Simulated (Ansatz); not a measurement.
SnTe (rock salt)

Space group Fm-3m (No. 225); a = 6.4093 Å, b = 6.4093 Å, c = 6.4093 Å, α = 90.00°, β = 90.00°, γ = 90.00°

| atom | site | symmetry | x | y | z |
|---|---|---|---|---|---|
| Te | 4a | m-3m | 0.0000 | 0.0000 | 0.0000 |
| Sn | 4b | m-3m | 0.5000 | 0.5000 | 0.5000 |
(The calculation used a cell of 2 atoms; values per cell refer to that cell.)

The relaxed cell is deformed in two ways at once: its volume V is scaled, and at that volume it is stretched along z (the c axis of the conventional cell) so that c/a changes. Fractional atomic positions are held.

All values below come from PBE (plane waves to 420 eV, PAW, scalar-relativistic; Ansatz, a program for electronic structure). k mesh 13×13×13 (Γ-centred), Fermi-Dirac smearing 0.05 eV. Stress and pressure are positive under compression. As the smearing reaches across the gap at some points, the response to shear is sensitive to the k mesh, so small differences along c/a are uncertain. SnTe was relaxed with its symmetry unable to fall. Spin-orbit coupling is left out, though Te is heavy. The PAW data are Ansatz's earlier set. The last digit holds for this mesh only.

Changes of σxx (GPa) from the point V/V₀ = 1.000, (c/a)/(c/a)₀ = 1.000 when one coordinate moves alone (two changes are said to add if the coupling is within 5 % of the smaller one, nearly so within 20 %):

```
point                               change
----------------------------------  ------
V/V₀ = 1.000, (c/a)/(c/a)₀ = 0.920   -2.68
V/V₀ = 1.000, (c/a)/(c/a)₀ = 0.960   -1.43
V/V₀ = 0.920, (c/a)/(c/a)₀ = 1.000    4.06
V/V₀ = 0.960, (c/a)/(c/a)₀ = 1.000    1.81
V/V₀ = 1.040, (c/a)/(c/a)₀ = 1.000   -1.46
V/V₀ = 1.080, (c/a)/(c/a)₀ = 1.000   -2.63
V/V₀ = 1.000, (c/a)/(c/a)₀ = 1.040    1.54
V/V₀ = 1.000, (c/a)/(c/a)₀ = 1.080    3.12
```

Question: What is the change at V/V₀ = 1.080, (c/a)/(c/a)₀ = 1.080, where both move, and how far is it from the sum?

Answer: The sum of the single changes is -2.63 + (3.12) = 0.49; the calculation gives -0.37, so the coupling contributes -0.86 (over 20 % of the smaller single change, not additive).

Question: Do the two effects add at V/V₀ = 1.040, (c/a)/(c/a)₀ = 0.920? Give the computed change.

Answer: The sum of the single changes is -1.46 + (-2.68) = -4.14; the calculation gives -3.68, so the coupling contributes 0.46 (over 20 % of the smaller single change, not additive).

(A scan under strain: stresses follow from slopes of the energy per volume, elastic moduli from its curvatures.)
